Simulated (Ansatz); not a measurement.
This cell of Sb (simple cubic) is off equilibrium:

```yaml
crystal:
  lattice:
    - [2.92909, 0.00000, 0.00000]
    - [0.00000, 2.92909, 0.00000]
    - [0.00000, 0.00000, 3.28058]
  atoms:
    - { symbol: Sb, position: [0.00000, 0.00000, 0.00000] }
```

Computed with r2SCAN (plane waves to 500 eV, PAW, scalar-relativistic; Ansatz, a quantum-chemistry and plane-wave program). k mesh 15×15×15 (Γ-centred), Fermi-Dirac smearing 0.05 eV. The energy includes the smearing's −TS. Compression counts positive. With partly filled bands, the response to shear is sensitive to the k mesh, so small differences along c/a are uncertain. Sb was relaxed with its symmetry unable to fall. Spin-orbit coupling is left out, though Sb is heavy. This is one of several known forms of Sb; the measured ambient cells at hand have space group No. 166.

Problem. Give the stress tensor in GPa and the pressure.

Solution. 
```
    9.0      0.0      0.0
    0.0      9.0      0.0
    0.0      0.0     -4.8
```
The pressure, a third of the trace, is 4.4 GPa.

Problem. It is the relaxed cell deformed to V/V₀ = 0.960, (c/a)/(c/a)₀ = 1.120, c along z, fractional positions held. What is its energy relative to the relaxed cell?

Solution. 113 meV/atom.

(Under strain, the slope of the energy per volume gives the stress and its curvature an elastic modulus.)
